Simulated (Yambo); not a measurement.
Yambo run on CdS (zinc blende, space group F-43m, No. 216). The wavefunctions come from this Quantum ESPRESSO step (PBE, PseudoDojo standard norm-conserving files, scalar-relativistic):

```
&CONTROL
  calculation = 'nscf'
  pseudo_dir = './pseudo'
  outdir = './out'
/
&SYSTEM
  ibrav = 0
  nat = 2
  ntyp = 2
  ecutwfc = 102.0
  ecutrho = 408.0
  occupations = 'fixed'
  force_symmorphic = .true.
  nbnd = 120
/
&ELECTRONS
  conv_thr = 2e-09
  diago_full_acc = .true.
  diago_thr_init = 1e-08
/
ATOMIC_SPECIES
S 32.0600 S.upf
Cd 112.4140 Cd.upf
CELL_PARAMETERS angstrom
  0.000000000000   2.942955000000   2.942955000000
  2.942955000000   0.000000000000   2.942955000000
  2.942955000000   2.942955000000   0.000000000000
ATOMIC_POSITIONS crystal
S   0.750000000000   0.750000000000   0.750000000000
Cd   0.000000000000   0.000000000000   0.000000000000
K_POINTS automatic
4 4 4 0 0 0
```

Yambo input:

```
rim_cut
gw0
dyson
el_el_corr
HF_and_locXC
ppa
em1d
RandQpts= 1000000
RandGvec= 1 Ry
EXXRLvcs= 102 Ry
VXCRLvcs= 408 Ry
Chimod= "HARTREE"
% BndsRnXp
 5 | 118 |
%
NGsBlkXp= 10 Ry
% LongDrXp
 1.0 | 1.0 | 1.0 |
%
PPAPntXp= 27.2114 eV
% GbndRnge
 1 | 118 |
%
GTermKind= "BG"
DysSolver= "n"
ExtendOut
% QPkrange
 1 | 1 | 13 | 14 |
 3 | 3 | 13 | 14 |
 7 | 7 | 13 | 14 |
 8 | 8 | 13 | 14 |
%
```

k points by index: 1 = Γ, 3 = L, 7 = X, 8 = W.

The o-*.qp file then holds:

```
#    K-point    Band    Eo [eV]    E [eV]    E-Eo [eV]    Vxc [eV]    Vnlxc [eV]    Sc|Eo [eV]    Sc|E [eV]    dSc/dw|Eo [eV]    Re(Z)    Im(Z)
#
    1    13    0.000000    -0.860248    -0.860248    -15.21961    -18.20181    1.884863    2.121950    -7.498631    0.783961    -0.001405
    1    14    1.086972    1.248157    0.161185    -10.59504    -6.757292    -3.639797    -3.676560    -6.202360    0.814375    -0.001275
    3    13    -0.711753    -1.616564    -0.904812    -14.24665    -17.43771    2.034839    2.286243    -7.559811    0.782581    -0.001445
    3    14    2.973388    3.276030    0.302642    -10.96277    -6.686538    -3.904192    -3.973591    -6.237561    0.813518    -0.001293
    7    13    -1.782322    -2.767473    -0.985151    -12.83497    -16.33125    2.233153    2.511126    -7.677365    0.779946    -0.001042
    7    14    3.604481    3.581045    -0.023437    -9.102926    -5.454075    -3.677251    -3.672289    -5.789313    0.824568    -0.001261
    8    13    -2.089054    -3.122554    -1.033500    -13.21886    -16.91984    2.377036    2.667477    -7.646075    0.780644    -0.001590
    8    14    5.308500    5.867579    0.559079    -13.12870    -7.949963    -4.472885    -4.619656    -7.141985    0.792100    -0.001365
```
(The two width columns are left out.) Convergence of these settings isn't established.

Spin-orbit coupling is not included.

Geometry of the Materials Project entry, not relaxed at this level.
